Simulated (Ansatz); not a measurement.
AlN:
Space group F-43m (No. 216); a = b = c = 4.3695 Å, α = β = γ = 90.00°

```json
[
 {"atom": "Al", "site": "4a", "symmetry": "-43m", "x": "0.0000", "y": "0.0000", "z": "0.0000"},
 {"atom": "N", "site": "4d", "symmetry": "-43m", "x": "0.7500", "y": "0.7500", "z": "0.7500"}
]
```
(The calculation used a cell of 2 atoms; values per cell refer to that cell.)

Relaxed with r²SCAN. DFT-r²SCAN in the program Ansatz with PAW potentials gives a gap of 3.93 eV.

Question: What gap does HSE06 give on the same cell (Ansatz, PAW)?

Answer: 4.55 eV, 0.62 eV more. The hybrid was solved on a coarser mesh and at special points; its gap is the smallest among all of these.

| k | v1 r²SCAN | c1 r²SCAN | v1 HSE06 | c1 HSE06 |
|---|---|---|---|---|
| Γ | 0.00 | 4.84 | [?] | [?] |
| X | -1.81 | 3.93 | -1.93 | 4.55 |
| L | -0.49 | 8.18 | [?] | [?] |
| W | -2.68 | 6.71 | [?] | [?] |
| K | -1.40 | 5.82 | [?] | [?] |

Question: Top valence (v1) and lowest conduction level (c1) in eV from each method's valence maximum (which need not be a listed point): supply the withheld HSE06 values.

Answer: 
- Γ, v1 HSE06: 0.00
- Γ, c1 HSE06: 5.55
- K, v1 HSE06: -1.49
- K, c1 HSE06: 6.50
- W, v1 HSE06: -2.85
- W, c1 HSE06: 7.43
- L, v1 HSE06: -0.52
- L, c1 HSE06: 8.89

Cost on shared cores: the r²SCAN run (SCF on a 11×11×11 mesh, then bands and DOS) roughly 16 core-seconds, the HSE06 run (SCF on 8×8×8, then a few points) very roughly 70 core-seconds; the tasks are unlike.

The cell was relaxed with r²SCAN under the symmetry of its start; phonons on a q-mesh show no instability.

Potentials: the earlier of the program's two PAW sets.
